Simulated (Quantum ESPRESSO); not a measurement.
## Band energies of SrAgO$_{2}$

```
CELL_PARAMETERS angstrom
      3.61517    -4.76642     0.00000
      3.61517     4.76642     0.00000
     -0.04543     0.00000     3.58840
ATOMIC_POSITIONS crystal
  O  0.28354 0.71646 0.50000
  O  0.71646 0.28354 0.50000
  O  0.74907 0.74907 0.78224
  O  0.25093 0.25093 0.21776
  Sr 0.00000 0.50000 0.00000
  Sr 0.50000 0.00000 0.00000
  Ag 0.00000 0.00000 0.50000
  Ag 0.50000 0.50000 0.50000
```

norm-conserving LDA (Quantum ESPRESSO, 86 Ry, without SOC); path ΓYFHZIF1,H1Y1XΓN,MΓ; energies in eV from the valence-band maximum.

```csv
k (1/Å),point,band 37,band 38,band 39,band 40,band 41,band 42,band 43,band 44
0.00,Γ,-1.19,-1.01,-0.94,-0.85,-0.39,1.30,2.27,4.16
0.37,,-1.27,-0.96,-0.91,-0.62,-0.60,1.38,2.98,5.04
0.74,,-1.26,-1.05,-0.79,-0.74,-0.57,1.15,3.78,5.30
1.11,Y,-1.31,-1.14,-1.11,-0.88,-0.28,1.05,4.27,5.39
1.11,F,-1.32,-1.15,-1.11,-0.87,-0.27,1.06,4.30,5.39
1.49,,-1.34,-1.07,-0.89,-0.88,-0.49,1.12,4.21,5.14
1.88,,-1.45,-0.90,-0.78,-0.60,-0.27,1.01,4.19,4.20
2.27,,-1.25,-1.05,-1.04,-0.65,-0.38,0.98,4.37,4.63
2.85,H,-1.31,-1.12,-1.12,-0.88,-0.28,1.03,4.24,5.38
3.30,,-1.31,-0.95,-0.79,-0.76,-0.34,1.53,3.67,4.94
3.52,Z,-1.58,-0.83,-0.64,-0.63,-0.20,1.86,3.65,4.94
3.74,,-1.61,-0.76,-0.73,-0.37,-0.33,1.54,3.85,4.99
4.18,I,-1.26,-1.25,-1.05,-0.84,-0.19,1.17,4.78,5.17
4.18,F1,-1.32,-1.15,-1.11,-0.87,-0.27,1.06,4.30,5.39
5.92,H1,-1.31,-1.12,-1.12,-0.88,-0.28,1.03,4.24,5.38
5.92,Y1,-1.31,-1.14,-1.11,-0.88,-0.28,1.05,4.27,5.39
6.28,,-1.35,-1.28,-0.97,-0.56,-0.55,0.93,4.67,5.09
6.81,X,-1.54,-1.14,-0.56,-0.53,-0.19,0.96,3.87,4.32
7.25,,-1.38,-0.91,-0.86,-0.67,-0.08,1.06,2.42,4.14
7.47,Γ,-1.19,-1.01,-0.94,-0.85,-0.39,1.30,2.27,4.16
7.61,,-1.16,-1.12,-0.96,-0.75,-0.40,1.32,2.36,4.30
8.05,,-1.22,-0.98,-0.79,-0.62,-0.35,1.10,3.63,5.10
8.35,,-1.19,-1.04,-0.90,-0.71,-0.22,0.77,4.00,4.73
8.49,N,-1.25,-1.19,-0.92,-0.73,-0.23,0.71,4.20,4.35
8.49,M,-1.27,-1.01,-0.88,-0.75,-0.20,1.00,3.54,4.00
9.04,Γ,-1.19,-1.01,-0.94,-0.85,-0.39,1.30,2.27,4.16
```

The LDA gap is indirect, 0.71 eV, from 67 % of the way from Z to I to N; the smallest direct gap is 0.93 eV.

Spin-orbit splittings are left out.

Geometry of the Materials Project entry, not relaxed at this level.

The structure is a Materials Project entry; no match was found in the copy of COD used, and its stability was not checked.
